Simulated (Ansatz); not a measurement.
The start is a generated cell, ZrC built in the AFLOW prototype AB_hP8_186_ab_ab (B5, as in SiC). The structure is fully relaxed (lattice and positions, P = 0) with PBEsol (plane waves to 420 eV, PAW, scalar-relativistic; Ansatz, a quantum-chemistry and plane-wave program). The first steps use a coarse 8×8×2 k-mesh.

Starting cell:
```yaml
crystal:
  lattice:
    - [3.32987, 0.00000, 0.00000]
    - [-1.66493, 2.88375, 0.00000]
    - [0.00000, 0.00000, 10.90113]
  atoms:
    - { symbol: Zr, position: [0.00000, 0.00000, 0.00000] }
    - { symbol: Zr, position: [0.00000, 0.00000, 0.50000] }
    - { symbol: Zr, position: [0.66667, 0.33333, 0.75018] }
    - { symbol: Zr, position: [0.33333, 0.66667, 0.25018] }
    - { symbol: C, position: [0.00000, 0.00000, 0.81216] }
    - { symbol: C, position: [0.00000, 0.00000, 0.31216] }
    - { symbol: C, position: [0.66667, 0.33333, 0.56329] }
    - { symbol: C, position: [0.33333, 0.66667, 0.06329] }
```

```yaml
largest_initial_force: about 0.7 eV/Å, on C5, C6 (atoms numbered as listed)
outcome: The space group stays P6₃mc (No. 186) (the run could not lower it), with 8 atoms in the primitive cell
energy_released: 0.41 eV/atom
Shortest distances (start → end): "The closest pairs of elements (up to four, under 3.6 Å), start → end: C–Zr 2.04 → 2.17 Å; C–C 3.33 → 3.16 Å; Zr–Zr 3.33 → 3.20 Å"
band_gap_at_the_end: zero (metallic)
optimiser_moves: 32
```

Final values are on a 10×10×4 k-mesh of the relaxed cell. No spin polarisation in the result.

The run could not lose the symmetry of its start, so the end can be a saddle point.

The relaxed structure here is a generated cell of ZrC: the first start was made by placing the elements on the sites of a structure type, and the end was not matched to a known phase here, so it may be hypothetical. Known forms of ZrC include space group No. 225.
